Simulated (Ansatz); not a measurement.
Consider the following.

ZrAg:
```cif
data_AgZr
_chemical_formula_sum 'Ag1 Zr1'
_space_group_name_H-M_alt 'P 1'
_space_group_IT_number 1
_cell_length_a 3.94855
_cell_length_b 3.94855
_cell_length_c 3.94855
_cell_angle_alpha 60.000
_cell_angle_beta 60.000
_cell_angle_gamma 60.000
loop_
_space_group_symop_operation_xyz
  'x, y, z'
loop_
_atom_site_label
_atom_site_type_symbol
_atom_site_fract_x
_atom_site_fract_y
_atom_site_fract_z
_atom_site_occupancy
Ag1 Ag 0.00000 0.00000 0.00000 1
Zr1 Zr 0.50000 0.50000 0.50000 1
```

This is the PBEsol-relaxed structure.

Task: All from plane-wave PAW PBEsol (Ansatz code), unless another level is named. Give the highest zone-centre frequency.

Result: 156 cm⁻¹.

Task: What about the bulk modulus (Birch–Murnaghan fit)?

Result: 103 GPa.

Space group Fm-3m (rock salt). The start of the workflow was typed in or built on a structure type; neither database checked (COD, Materials Project) lists it. COD files the formula under space group No. 129. Whether it is the stable phase at ambient conditions was not checked. Symmetry was held in the PBEsol relaxation. At this level the phase is mechanically unstable. No spin polarisation was allowed. Its formation energy is positive at this level, so the cell may be metastable or incomplete. As this level gives no gap, phonon frequencies hold no LO–TO term and depend on the k-mesh and smearing (Fermi–Dirac, 0.1 eV here).

Potentials: the later of the program's two PAW sets.
